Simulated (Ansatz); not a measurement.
Values for one crystal, relaxed and computed with r²SCAN (plane waves, PAW; program Ansatz); other levels are named.

- Volume per atom: 20.42 Å³
- Electronic character: metallic (no gap)
- Formation energy from the elements (no fitted shifts): -71 kJ/mol of atoms
- Density of states at the Fermi level: 0.83 states/eV per atom (mean over ±0.08 eV)

Problem. Pick the material that matches.
A. TbSb, rock salt
B. LaSb, rock salt
C. Sc3SnC, anti-perovskite
D. LaSiNi, I4_1md (La on 4a, Si on 4a, Ni on 4a)

Solution. D, LaSiNi, I4_1md (La on 4a, Si on 4a, Ni on 4a)

The first step of the workflow began from a Materials Project structure, measured or hypothetical; the Crystallography Open Database copy checked does not list it. With Si and Ni taken as one species the cell has the higher symmetry I4_1/amd, so it may be an ordered model of a mixed-site phase. Whether it is the stable phase at ambient conditions was not checked. The cell was relaxed with r²SCAN under the symmetry of its start; whether a distortion lowers the energy is not shown. No spin polarisation was allowed. The references are the lowest solids computed at this level, not always the standard phases. Spin–orbit coupling is left out wherever it is not named.

Potentials: the later of the program's two PAW sets.
